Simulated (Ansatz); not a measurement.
Ta2SiN:
```cif
data_N2Si2Ta4
_chemical_formula_sum 'Si2 Ta4 N2'
_space_group_name_H-M_alt 'P63/mmc'
_space_group_IT_number 194
_space_group_name_Hall '-P 6c 2c'
_cell_length_a 3.19220
_cell_length_b 3.19220
_cell_length_c 12.08006
_cell_angle_alpha 90.000
_cell_angle_beta 90.000
_cell_angle_gamma 120.000
loop_
_atom_site_label
_atom_site_type_symbol
_atom_site_symmetry_multiplicity
_atom_site_Wyckoff_symbol
_atom_site_fract_x
_atom_site_fract_y
_atom_site_fract_z
_atom_site_occupancy
Si1 Si 2 d 0.66667 0.33333 0.25000 1
Ta1 Ta 4 f 0.33333 0.66667 0.09488 1
N1 N 2 a 0.00000 0.00000 0.00000 1
```

Relaxed at zero pressure with PBEsol in the plane-wave PAW code Ansatz.

### Question
The volume is raised by 3 % and shape and atoms relax at that volume. What pressure results, and how do the axes share the change?

### Answer
-6.7 GPa; a 1.2 %, b 1.2 %, c 0.7 %; the energy rises by 9 meV/atom.

### Question
Give the new structure.

### Answer

Space group P6₃/mmc (No. 194); a = b = 3.2292 Å, c = 12.1588 Å, α = β = 90.00°, γ = 120.00°

```
atom  site  symmetry       x       y       z
----  ----  --------  ------  ------  ------
Si      2d      -6m2  0.6667  0.3333  0.2500
Ta      4f       3m.  0.3333  0.6667  0.0942
N       2a      -3m.  0.0000  0.0000  0.0000
```

The phase is kept; no other phase was compared at this pressure.

Space group P6_3/mmc. The start of the workflow was typed in or built on a structure type; neither database checked (COD, Materials Project) lists it. Whether it is the stable phase at ambient conditions was not checked. Symmetry was held in the PBEsol relaxation; its stability against distortions is not shown here. The run is not spin-polarised. Spin–orbit coupling is left out wherever it is not named.

Potentials: the earlier of the program's two PAW sets.
